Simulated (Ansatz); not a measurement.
Cell and atoms are relaxed with the symmetry kept. Start:

```xyz
4
Lattice="1.6614 -5.0973 0.0000 1.6614 5.0973 0.0000 0.0000 0.0000 4.1648" Properties=species:S:1:pos:R:3 pbc="T T T"
P     1.6614   -4.0129    0.2994
P     1.6614   -1.0844    2.3818
P     1.6614    4.0129    3.8654
P     1.6614    1.0844    1.7830
```

The calculation used DFT LDA, scalar-relativistic, plane waves, PAW in Ansatz 0.2.0.

Settings: cutoff 420 eV, Γ-centred mesh 14×14×10 on the computed 4-atom cell, Gaussian smearing of 0.10 eV; no spin polarisation.

What does it relax to?

The volume decreases by 0.28 Å³/atom to 17.36 Å³/atom, and the energy falls by 0.9 meV/atom. Final structure:
```cif
data_structure
_symmetry_space_group_name_H-M 'Cmce'
_symmetry_Int_Tables_number 64
_cell_length_a 3.3098
_cell_length_b 10.1626
_cell_length_c 4.1282
_cell_angle_alpha 90.000
_cell_angle_beta 90.000
_cell_angle_gamma 90.000
_cell_volume 138.86
loop_
_atom_site_label
_atom_site_type_symbol
_atom_site_symmetry_multiplicity
_atom_site_Wyckoff_symbol
_atom_site_fract_x
_atom_site_fract_y
_atom_site_fract_z
_atom_site_occupancy
P1 P 8 f 0.50000 0.60648 0.07100 1
```

The cell holds layers, and where no dispersion correction was added their binding is poorly described.

Cost: 1 run of about 1.1 core-minutes, on Intel Xeon 6975P-C (Granite Rapids) (shared hosts).